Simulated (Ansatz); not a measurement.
Total density of states per atom from the program Ansatz at the PBE level (PAW), in 0.25 eV bins, energy from the valence-band maximum:

```
E (eV) | states/eV/atom
    -7.85 |  0.00
    -7.60 |  0.00
    -7.35 |  0.00
    -7.10 |  0.00
    -6.85 |  0.00
    -6.60 | ## 0.07
    -6.35 | ############################ 1.04
    -6.10 | ###################### 0.83
    -5.85 | ############ 0.44
    -5.60 | ######## 0.31
    -5.35 | ###### 0.24
    -5.10 | ##### 0.19
    -4.85 | #### 0.16
    -4.60 | ### 0.13
    -4.35 | ### 0.11
    -4.10 | ## 0.09
    -3.85 | ## 0.07
    -3.60 | ######### 0.34
    -3.35 | ################### 0.71
    -3.10 | ################ 0.58
    -2.85 | ################ 0.59
    -2.60 | #################### 0.74
    -2.35 | ####################### 0.86
    -2.10 | ##################### 0.81
    -1.85 | #################### 0.77
    -1.60 | #################### 0.75
    -1.35 | ################### 0.72
    -1.10 | ################# 0.63
    -0.85 | ########## 0.38
    -0.60 | ####### 0.25
    -0.35 | #### 0.15
    -0.10 | # 0.05
     0.15 |  0.00
     0.40 |  0.00
     0.65 |  0.00
     0.90 |  0.01
     1.15 | # 0.04
     1.40 | ### 0.12
     1.65 | ####### 0.28
     1.90 | ############# 0.47
     2.15 | ################### 0.71
     2.40 | ############################ 1.05
     2.65 | ################## 0.69
     2.90 | ############ 0.46
     3.15 | ############# 0.48
     3.40 | ############ 0.45
     3.65 | ########## 0.39
     3.90 | ########### 0.40
     4.15 | ############### 0.56
     4.40 | ############################## 1.13
     4.65 | ################### 0.71
     4.90 | ############### 0.57
```

### Question
Which compound is it?
A. GaAs, zinc blende
B. MoS2, R3m (Mo on 3a, S on 3a, S on 3a)
C. MoSe2, P6_3/mmc (Mo on 2c, Se on 4f)
D. AlAs, zinc blende

### Answer
A, GaAs, zinc blende. Top 1 eV of the valence band: As 4p 76 %, Ga 4p 21 %. Bottom 1 eV of the conduction band: Ga 4s 37 %, As 4s 23 %, Ga 4p 20 %, As 4p 19 %. Projections are on Löwdin-orthogonalised atomic valence shells; empty p or d shells of many metals are not among them.

Space group F-43m (zinc blende). The cell was relaxed with PBE under the symmetry of its start. Spin–orbit coupling is left out wherever it is not named.

Potentials: the earlier of the program's two PAW sets.
